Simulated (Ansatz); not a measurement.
## Debugging a calculation of VN2

The input below was meant for crystalline VN2, with PBEsol, plane waves and PAW in Ansatz.

```yaml
crystal:
  lattice:
    - [-2.15075, 2.15075, 2.49135]
    - [2.15075, -2.15075, 2.49135]
    - [2.15075, 2.15075, -2.49135]
  atoms:
    - { symbol: V, position: [0.1151, 0.6151, 0.7302] }
    - { symbol: V, position: [0.75, 0.75, 0.0] }
    - { symbol: "N", position: [0.25, 0.25, 0.0] }
    - { symbol: "N", position: [0.6151, 0.8849, 0.5] }
    - { symbol: "N", position: [0.8849, 0.3849, 0.2698] }
    - { symbol: "N", position: [0.3849, 0.1151, 0.5] }
basis:
  ecutwfc: 420
kpoints:
  mp_grid: { grid: [12, 12, 12] }
hamiltonian:
  xc: pbesol
scf:
  occupations: { method: gaussian, width: 0.1 }
  max_iter: 95
output:
  forces: true
  stress: true
  eigenvalues: true
```

Command:

```bash
ansatz run input.yaml --threads 1 --pin off --max-ram 2560MiB --backend cpu --events-out ev --progress --plain --runs-dir out
```

From the log (HF is the Harris–Foulkes energy, dr2 the density residual in eV):

```text
Pseudopotential: V, paw, valence charge 13, recommended cutoff 420 eV (normal)
Pseudopotential: N, paw, valence charge 5, recommended cutoff 420 eV (normal)
Crystal: 6 atoms, lattice volume = 46.097 Å³
Basis set: ecut = 420 eV, 873 PW (Γ), exchange–correlation on 54×54×54 points (8 copies of the dense FFT grid, shifted against one another)
Bands: 29, of which v1, the nominal top of the filled ones, is band 23 counted from 1 (22 counted from 0)
Symmetry: 2 space group operations
Space group: C2 (ITA 5), of the structure as read, at distance tolerance 3.6e-5 Å
k-points: 476 of 1728 (time reversal used)
PAW frozen core: V, regenerated for the run's functional, and the local potential with it (the file was generated under x = pbe(κ = 0.804, μ = 0.2195), c = pbe(β = 0.0667))
PAW frozen core: N, regenerated for the run's functional, and the local potential with it (the file was generated under x = pbe(κ = 0.804, μ = 0.2195), c = pbe(β = 0.0667))
Initial density: superposition of atomic densities, corrected by the library's trained network
SCF iter   1: HF=-7275.416847 eV  Δρ=3.08e-2  dr2=4.02e-1
SCF iter   2: HF=-7275.361414 eV  Δρ=1.50e-2  dr2=1.07e-1
SCF iter   3: HF=-7275.344693 eV  Δρ=2.68e-3  dr2=4.18e-3
SCF iter   4: HF=-7275.343869 eV  Δρ=8.36e-4  dr2=3.23e-4
SCF iter   5: HF=-7275.343789 eV  Δρ=2.22e-4  dr2=2.26e-5
SCF iter   6: HF=-7275.343782 eV  Δρ=6.29e-5  dr2=1.52e-6
SCF iter   7: HF=-7275.343782 eV  Δρ=1.86e-5  dr2=1.33e-7
SCF iter   8: F=-7275.343782 eV  HF=-7275.343782 eV  Δρ=4.30e-6  dr2=8.22e-9
SCF 1 converged in 8 iterations: F = -7275.343782 eV  dr2 = 8.22e-9
SCF converged after 8 iterations
Free energy (F): -7275.343782 eV
E sigma→0 (E₀):  -7275.335496 eV
Entropy (-TS):   -0.016572 eV (-2.762 meV/atom)
Fermi energy:    16.404556 eV
--- Forces (eV/Å), atoms counted from 1 ---
  atom   1  V     11.97264178    11.97264178     0.00000000
  atom   2  V      0.80104756     0.80104756     0.00000000
  atom   3  N     -1.90884344    -1.90884344     0.00000000
  atom   4  N      2.56906520    -1.29400589     0.07076278
  atom   5  N    -12.13988335   -12.13988335     0.00000000
  atom   6  N     -1.29400589     2.56906520    -0.07076278
--- Stress (GPa, compression-positive) ---
       73.927390      47.735477     -28.873741
       47.735477      73.927390      28.873741
      -28.873743      28.873743      16.513973
  P = ⅓ Tr σ = 54.7896 GPa (547.896 kbar)
```

**Question.** Which fault does the input hold?
A. Plain mixing at a large step in a long cell
B. Two atoms' positions swapped
C. An unconverged density accepted at the iteration limit
D. Spin-orbit coupling without non-collinear spin
E. Starting moments far too small

**Answer.** B. Two unlike atoms sit on each other's sites. The cure is the atoms on their own sites.

Mended input, as a difference (which also takes the iteration limit of the reference run):

```diff
 crystal:
   atoms:
-    - { symbol: V, position: [0.1151, 0.6151, 0.7302] }
+    - { symbol: V, position: [0.25, 0.25, 0.0] }
-    - { symbol: "N", position: [0.25, 0.25, 0.0] }
+    - { symbol: "N", position: [0.1151, 0.6151, 0.7302] }
 scf:
-  max_iter: 95
```

The mended run converges, with no gap, a largest force of 0.460 eV/Å. The faulty run's energy lay 2.07 eV per atom higher.

Time of the mended run: 36 s on 1 thread of Intel(R) Xeon(R) Processor @ 2.50GHz (Skylake/Cascade Lake), with other jobs on the host, peak memory 0.45 GiB.